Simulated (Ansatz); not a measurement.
Task: Each is relaxed and computed with the program Ansatz at the r²SCAN level (PAW). Which is the only metal?
A) GaN, wurtzite
B) LiNbO3, R-3 (Li on 6c, Nb on 6c, O on 18f)
C) GaAs, P4_2/mnm (Ga on 4g, As on 4f)
D) Nb2GaC, P6_3/mmc (Nb on 4f, Ga on 2d, C on 2a)

Result: D, Nb2GaC, P6_3/mmc (Nb on 4f, Ga on 2d, C on 2a). Nb2GaC: metal; GaAs: gap 1.00 eV (indirect); LiNbO3: gap 4.42 eV; GaN: gap 2.35 eV (direct). Typed or built starts, not in the databases checked: GaAs, P4_2/mnm (Ga on 4g, As on 4f). Not the usual ambient phase: GaAs, P4_2/mnm (Ga on 4g, As on 4f); LiNbO3, R-3 (Li on 6c, Nb on 6c, O on 18f). Standing as an ambient phase not checked: Nb2GaC, P6_3/mmc (Nb on 4f, Ga on 2d, C on 2a). All cells were relaxed under the symmetry of their starts (and spin orders); stability against distortions was not tested throughout. Rows with no word on spin ran without spin polarisation. Spin–orbit coupling is left out wherever it is not named.

Potentials: the later of the program's two PAW sets.
